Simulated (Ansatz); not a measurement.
The relaxed structure here is a generated cell of TiB2: the first start was made by placing the elements on the sites of a structure type, and the end was not matched to a known phase here, so it may be hypothetical. Known forms of TiB2 include space group No. 191.

One starting cell of TiB$_{2}$ (a generated trial cell of TiB2 in the MoSi2 structure type) was relaxed twice with Ansatz (plane waves, PAW, scalar-relativistic): with r2SCAN at 500 eV and with PBE at 420 eV. The r2SCAN result:

TiB2 has the tetragonal space group I4/mmm (No. 139), Pearson symbol tI6. Lattice parameters: a = b = 3.220 Å, c = 5.970 Å, α = β = γ = 90.00°. Ti on 2a is coordinated by 2 B at 2.204 Å and 8 B at 2.407 Å and 4 Ti at 3.220 Å. B on 4e is surrounded by 1 B at 1.562 Å and 1 Ti at 2.204 Å and 4 Ti at 2.407 Å. (Neighbours: up to the widest gap in distance over summed covalent radii, below 1.35, at either atom; cation-cation and far metal-metal contacts left out.)
(The calculation used a cell of 3 atoms; values per cell refer to that cell.)

| quantity | r2SCAN | PBE |
|---|---|---|
| space group | I4/mmm | I4/mmm |
| volume (Å³/atom) | 10.32 | 10.25 |
| a (Å) | 3.220 | 3.203 |
| c (Å) | 5.970 | 5.996 |
| gap (eV, no spin-orbit coupling) | 0.00 | 0.00 |

Both levels end in the same structure; PBE's volume is 0.7 % smaller. Neither column is exact.

No spin polarisation in the result.

The run could not lose the symmetry of its start, so the end can be a saddle point.

Ansatz is an electronic-structure program.
